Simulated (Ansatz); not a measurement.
Here is the system:

W (fcc, Cu type)

```
W
1.0
    0.00000     1.99880     1.99880
    1.99880     0.00000     1.99880
    1.99880     1.99880     0.00000
W
1
Direct
  0.00000   0.00000   0.00000
```

Equation-of-state scan: isotropic scaling of the cell above, V₀ being its volume. Symmetry pins the atoms to their sites.

Level of theory: PBEsol (plane waves to 420 eV, PAW, scalar-relativistic; Ansatz, a quantum-chemistry and plane-wave program). k mesh 20×20×20 (Γ-centred), Fermi-Dirac smearing 0.05 eV. Energies are smeared free energies. Stress and pressure are positive under compression. Spin-orbit coupling is left out, though W is heavy. This is one of several known forms of W; the measured ambient cells at hand have space group No. 229. W is run without spin polarisation. W was relaxed with its symmetry unable to fall. The zero of ΔE is the relaxed starting cell.

The scan covers V/V₀ from 0.940 to 1.060 in 9 points.

### Question
What pressure does the cell carry at V/V₀ = 0.940?

### Answer
20.8 GPa.

### Question
What is ΔE at V/V₀ = 0.940?

### Answer
59 meV/atom.

### Question
What is ΔE at V/V₀ = 1.060?

### Answer
49 meV/atom.

(Under strain, the slope of the energy per volume gives the stress and its curvature an elastic modulus.)
